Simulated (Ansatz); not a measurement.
Input:

TaRu:
```cif
data_RuTa
_chemical_formula_sum 'Ta1 Ru1'
_space_group_name_H-M_alt 'P 1'
_space_group_IT_number 1
_cell_length_a 3.00190
_cell_length_b 3.00190
_cell_length_c 3.36664
_cell_angle_alpha 90.000
_cell_angle_beta 90.000
_cell_angle_gamma 90.000
loop_
_space_group_symop_operation_xyz
  'x, y, z'
loop_
_atom_site_label
_atom_site_type_symbol
_atom_site_fract_x
_atom_site_fract_y
_atom_site_fract_z
_atom_site_occupancy
Ta1 Ta 0.50000 0.50000 0.50000 1
Ru1 Ru 0.00000 0.00000 0.00000 1
```

This is the LDA-relaxed structure.

All from DFT-LDA in the program Ansatz with PAW potentials, unless another level is named. Give the formation energy from the elements (no fitted shifts).

-0.28 eV/atom.

Next, the density of states at the Fermi level?

0.99 states/eV per atom (mean over ±0.08 eV).

Space group P4/mmm (L1₀ or tetragonal B2). The first step of the workflow began from a Materials Project structure, measured or hypothetical; the Crystallography Open Database files this formula in space group No. 123, but the cells were not matched. Whether it is the stable phase at ambient conditions was not checked. Symmetry was held in the LDA relaxation; whether a distortion lowers the energy is not shown. No spin polarisation was allowed. The references are the lowest solids computed at this level, not always the standard phases. Scalar-relativistic: spin–orbit coupling is off unless named, which matters more the heavier the elements.

Potentials: the earlier of the program's two PAW sets. The files were generated under PBE; for other functionals the program regenerates the frozen cores, and for LDA and PBEsol the local potential too.
